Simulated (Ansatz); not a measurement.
# Ba2YReBr6, a known structure type with other elements, at an estimated volume

```
CELL_PARAMETERS angstrom
0.00000 5.13353 5.13353
5.13353 0.00000 5.13353
5.13353 5.13353 0.00000
ATOMIC_POSITIONS crystal
Ba 0.25000 0.25000 0.25000
Ba 0.75000 0.75000 0.75000
Y 0.50000 0.50000 0.50000
Br 0.75000 0.25000 0.25000
Br 0.25000 0.75000 0.25000
Br 0.25000 0.75000 0.75000
Br 0.75000 0.25000 0.75000
Br 0.25000 0.25000 0.75000
Br 0.75000 0.75000 0.25000
Re 0.00000 0.00000 0.00000
```

The numbers come from plane-wave PAW DFT (Ansatz): PBE, no spin polarisation, 420 eV, 6×6×6 Γ-centred k points, fermi-dirac occupations (width 0.0351 eV). Nothing was relaxed.

(1) Is there a gap?

(2) What do density and ELF say about some of the short contacts?

(3) How is the charge shared?

(4) What does the stress say?

Origin: a known structure type with other elements, at an estimated volume, so it need not be a known compound. Caveats: many states at the Fermi level without spin polarisation, so a magnetic state may lie lower; atoms or cell far from equilibrium.

Answers

(1) It is a metal, with about 9.4 states/eV a cell as the mean within 0.25 eV of the Fermi level.

(2) Y–Br at 2.57 Å: least valence density 0.40 e/Å³ and ELF 0.20 there. Br–Re at 2.57 Å: least valence density 0.41 e/Å³ and ELF 0.17 there. Ba–Br at 3.63 Å: least valence density 0.07 e/Å³ and ELF 0.06 there. Both are smooth PAW fields, read partly inside the augmentation spheres.

(3) Bader charges in e: Ba +1.33, Y +1.60, Re +0.47, Br -0.79. In the mean Y gives up most and Br takes most.

(4) The pressure is 7.0 GPa (compression positive), so with the atoms held at these fractions the cell would first expand; the forces are large, so a full relaxation may end otherwise.
